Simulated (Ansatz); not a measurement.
Ansatz (an electronic-structure program) input:

Ansatz 0.2 input:
```yaml
crystal:
  lattice:
    - [1.6554877878, 0.9557963199, 8.587646336]
    - [-1.6554877878, 0.9557963199, 8.587646336]
    - [0.0, -1.9115926399, 8.587646336]
  atoms:
    - { symbol: Zn, position: [0.2187337824, 0.2187337824, 0.2187337824] }
    - { symbol: In, position: [0.0030683928, 0.0030683928, 0.0030683928] }
    - { symbol: Ga, position: [0.787101269, 0.787101269, 0.787101269] }
    - { symbol: O, position: [0.2951972202, 0.2951972202, 0.2951972202] }
    - { symbol: O, position: [0.7113789041, 0.7113789041, 0.7113789041] }
    - { symbol: O, position: [0.121037035, 0.121037035, 0.121037035] }
    - { symbol: O, position: [0.8634843966, 0.8634843966, 0.8634843966] }
kpoints:
  mp_grid: { grid: [6, 6, 6] }
hamiltonian:
  xc: hse06
  pseudopotentials: { azcp: { folder: ./paw }, kind: paw }
scf:
  n_extra_bands: 7
  occupations: { method: fixed }
output:
  eigenvalues: true
  eigenstates:
    e_range: [-9.0, 10.7]
    kpoints:
      - [-0.005208, -0.005208, -0.005208]  # VBM
      - [0.0, 0.0, 0.0]  # CBM
```

Output (shortened):

```
basis.fft_grid_basis auto: the FFT boxes are laid along the combinations [[1, 0, -1], [0, 1, -1], [0, 0, 1]] of the cell's own vectors, 3.311, 3.311 and 8.798 …
Pseudopotential: Zn, paw, valence charge 12
Pseudopotential: In, paw, valence charge 13
Pseudopotential: Ga, paw, valence charge 13
Pseudopotential: O, paw, valence charge 6
Functional definition: HSE06
davidson cushion auto → on  (no smearing: the cushion is to keep the highest requested band from converging to the state above it …
Crystal: 7 atoms, lattice volume = 81.530 Å³
Basis set: ecut = 420 eV, 1631 PW (Γ), FFT grids on a1−a3, a2−a3, a3
Bands: 38, of which v1, the nominal top of the filled ones, is band 31 counted from 1 (30 counted from 0)
Symmetry: 6 space group operations
Space group: R3m (ITA 160), of the structure as read, at distance tolerance 4.3e-5 Å
k-points: 32 of 216 (time reversal used)
SCF iter   1: F=—  HF=-14972.545408 eV  |F-HF|=—  |Δ(HF+E_count)|=         —  Δρ=1.02e-1  dr2=5.08e0  ethr=1.00e-1  ⟨swp⟩=5.7  Hψ=3831  notcnv=0
preconditioner: auto → none
SCF iter   2: F=—  HF=-14971.381835 eV  |F-HF|=—  |Δ(HF+E_count)|=    1.16e0  Δρ=3.89e-2  dr2=8.57e-1  ethr=8.20e-3  ⟨swp⟩=4.0  Hψ=3605  notcnv=0
SCF iter   3: F=—  HF=-14971.222338 eV  |F-HF|=—  |Δ(HF+E_count)|=   1.59e-1  Δρ=2.48e-2  dr2=5.09e-1  ethr=1.38e-3  ⟨swp⟩=3.9  Hψ=3501  notcnv=0  defer=2
SCF iter   4: F=—  HF=-14971.143492 eV  |F-HF|=—  |Δ(HF+E_count)|=   7.88e-2  Δρ=1.28e-2  dr2=9.99e-2  ethr=8.21e-4  ⟨swp⟩=3.1  Hψ=2884  notcnv=0
iter 5 solved again at ethr=7.58e-6 eV; its pass at ethr=1.61e-4 eV (dr2=4.70e-3 eV) is discarded
SCF iter   5: F=—  HF=-14971.125420 eV  |F-HF|=—  |Δ(HF+E_count)|=   1.81e-2  Δρ=2.95e-3  dr2=4.84e-3  ethr=7.58e-6  ⟨swp⟩=3.8  Hψ=6090  notcnv=0
SCF iter   6: F=—  HF=-14971.126631 eV  |F-HF|=—  |Δ(HF+E_count)|=   1.21e-3  Δρ=1.32e-3  dr2=6.80e-4  ethr=7.58e-6  ⟨swp⟩=3.0  Hψ=2853  notcnv=0
SCF iter   7: F=—  HF=-14971.127145 eV  |F-HF|=—  |Δ(HF+E_count)|=   5.14e-4  Δρ=8.96e-4  dr2=5.68e-4  ethr=1.10e-6  ⟨swp⟩=3.6  Hψ=3675  notcnv=0
SCF iter   8: F=-14971.127047 eV  HF=-14971.127076 eV  |F-HF|=2.92e-5  |Δ(HF+E_count)|=   6.83e-5  Δρ=2.39e-4  dr2=3.76e-5  ethr=9.16e-7  ⟨swp⟩=3.0  Hψ=3015  notcnv=0
SCF 1 stopped early in 8 iterations: F = -14971.127047 eV  dr2 = 3.76e-5
Crystal: 7 atoms, lattice volume = 81.530 Å³
Exchange kernel: α = 0.2500, screened, ω = 0.2079 Å⁻¹, Wigner–Seitz truncation, v(0) = 1045.3009 eV·Å³, q-mesh 6×6×6, nearest image of the exchange supercell L …
Frozen-core exchange: fock
SCF iter   1: F=—  HF=-14975.018037 eV  |F-HF|=—  |Δ(HF+E_count)|=         —  Δρ=1.90e-2  dr2=1.57e-1  ethr=6.06e-7  ⟨swp⟩=8.5  Hψ=7635  notcnv=0
preconditioner: auto → none
SCF iter   2: F=—  HF=-14974.964427 eV  |F-HF|=—  |Δ(HF+E_count)|=   5.36e-2  Δρ=3.79e-3  dr2=1.01e-2  ethr=6.06e-7  ⟨swp⟩=5.2  Hψ=5637  notcnv=0
SCF iter   3: F=—  HF=-14974.999109 eV  |F-HF|=—  |Δ(HF+E_count)|=   3.47e-2  Δρ=3.25e-3  dr2=4.86e-3  ethr=6.06e-7  ⟨swp⟩=5.0  Hψ=5245  notcnv=0
SCF iter   4: F=—  HF=-14974.998022 eV  |F-HF|=—  |Δ(HF+E_count)|=   1.09e-3  Δρ=8.00e-4  dr2=3.17e-4  ethr=6.06e-7  ⟨swp⟩=4.0  Hψ=4202  notcnv=0
SCF iter   5: F=—  HF=-14974.998595 eV  |F-HF|=—  |Δ(HF+E_count)|=   5.72e-4  Δρ=5.60e-4  dr2=2.40e-4  ethr=4.00e-7  ⟨swp⟩=3.9  Hψ=3563  notcnv=0  defer=1
SCF iter   6: F=-14974.998535 eV  HF=-14974.998549 eV  |F-HF|=1.45e-5  |Δ(HF+E_count)|=   4.56e-5  Δρ=1.47e-4  dr2=2.69e-5  ethr=3.70e-7  ⟨swp⟩=3.0  Hψ=3135  notcnv=0
SCF 2 stopped early in 6 iterations: F = -14974.998535 eV  dr2 = 2.69e-5
hybrid outer 1: dexx = +3.718e-2 eV, tail = 1.71e-4 eV
Crystal: 7 atoms, lattice volume = 81.530 Å³
Exchange kernel: α = 0.2500, screened, ω = 0.2079 Å⁻¹, Wigner–Seitz truncation, v(0) = 1045.3009 eV·Å³, q-mesh 6×6×6, nearest image of the exchange supercell L …
Frozen-core exchange: fock
SCF iter   1: F=—  HF=-14974.997176 eV  |F-HF|=—  |Δ(HF+E_count)|=         —  Δρ=9.71e-5  dr2=5.54e-6  ethr=1.38e-6  ⟨swp⟩=3.6  Hψ=2872  notcnv=0
preconditioner: auto → none
SCF iter   2: F=—  HF=-14974.997180 eV  |F-HF|=—  |Δ(HF+E_count)|=   4.56e-6  Δρ=3.87e-5  dr2=1.07e-6  ethr=8.02e-9  ⟨swp⟩=4.8  Hψ=4731  notcnv=0
iter 3 solved again at ethr=8.25e-11 eV; its pass at ethr=1.36e-9 eV (dr2=5.12e-8 eV) is discarded
SCF iter   3: F=-14974.997180 eV  HF=-14974.997180 eV  |F-HF|=1.86e-8  |Δ(HF+E_count)|=   1.83e-7  Δρ=1.08e-5  dr2=7.41e-8  ethr=8.25e-11  ⟨swp⟩=3.1  Hψ=6023  notcnv=0
SCF 3 converged in 3 iterations: F = -14974.997180 eV  dr2 = 7.41e-8
hybrid outer 2: dexx = +2.729e-6 eV, tail = 2.44e-7 eV, Δε = 6.57e-3 eV (about 3.15e-4 eV left of the loop's levels)
NSCF: frozen V_eff on 2 k-points
hybrid SCF converged: 2 outer / 9 inner (+8 warm-up), last move |dexx| = 2.73e-6 eV, tail = 2.44e-7 eV
Stability not checked (fock_operator)
Free energy (F): -14974.997180 eV
Frozen-core exchange: fock
Harris-Foulkes:  -14974.997180 eV  (|F-HF|=1.86e-8)
Internal energy: -14974.997180 eV  (E = F + TS)
E sigma→0 (E₀):  -14974.997180 eV
Fermi energy:    7.184918 eV
--- Per-component energies (eV) ---
  E_band       = -104.747157
  E_kinetic    = 1158.161821
  E_local      = -5464.556467  (includes V_loc(G=0)·N_el)
  E_nonlocal   = 1280.049719
  E_hartree    = 2470.111331
  E_xc         = -454.441832
  E_vxc        = -444.585008  (∫ρ·V_xc dr)
  E_exx        = -201.203259  (= α·E_x^exact, valence–valence)
  E_paw        = -8690.502663  (= ΣΔE_a)
  E_vpaw       = -1171.637413  (= ΣTr[D̂ρ^β])
  E_aug_tail   = 0.002448  (compensation charges beyond the density's cutoff)
  E_ewald      = -5073.775787
  E_core_change = 1.157508  (= ΣΔE_core)
  E_smearing   =  0.000000  (= −TS)
  E_closure    =  0.000000  (closes the sum)
  Σ components = -14974.997180   (vs F -14974.997180, Δ=0.00e0)
  [band-id]    e_kinetic+e_local+e_nonlocal+2·e_hartree+e_vxc+2·e_exx+e_vpaw+e_augmentation_tail = -104.748755   (vs E_band -104.747157, Δ=-1.60e-3)
--- Band table (eV; the first three rows and the last of 32) ---
  k-point 0: bands = ["-13.0774", "-12.1068", "-11.4472", "-11.0194", "-8.0512", "-8.0512", "-7.6268", "-7.6268", "-7.1357", "-6.5646", "-6.5646", "-6.3424", "-6.1321", "-6.1321", "1.1696", "1.1696", "1.2488", "1.9603", "2.1241", "2.1241", "3.6358", "4.6823", …
  k-point 1: bands = ["-12.9045", "-11.9588", "-11.3788", "-11.1333", "-7.9956", "-7.9950", "-7.6514", "-7.6302", "-7.1807", "-6.4865", "-6.3517", "-6.2772", "-6.1314", "-6.0731", "1.1130", "1.2627", "1.2738", "1.9526", "2.1175", "2.1305", "2.8447", "4.0491", …
  k-point 2: bands = ["-12.5373", "-11.7283", "-11.3267", "-11.1721", "-7.8785", "-7.8023", "-7.7004", "-7.6372", "-7.2083", "-6.4010", "-6.3775", "-6.1507", "-6.0471", "-5.5930", "0.5012", "1.3601", "1.4780", "1.6205", "1.9713", "2.1384", "2.4877", "3.2889", …
  k-point 31: bands = ["-13.0553", "-12.1713", "-11.4462", "-10.9644", "-8.0512", "-8.0512", "-7.6268", "-7.6268", "-7.1736", "-6.5646", "-6.5646", "-6.3186", "-6.1321", "-6.1321", "1.0685", "1.1698", "1.1698", "2.1252", "2.1252", "2.4352", "3.1183", …
```

Cost: very roughly 9 core-minutes on shared cores.

The points marked VBM and CBM come from a semilocal run.

The r²SCAN relaxation kept the symmetry of its start. Scalar-relativistic: spin–orbit coupling is off unless named, which matters more the heavier the elements.

Potentials: the earlier of the program's two PAW sets. The files were generated under PBE; for other functionals the program regenerates the frozen cores, and for LDA and PBEsol the local potential too.

Ansatz is a plane-wave DFT program.
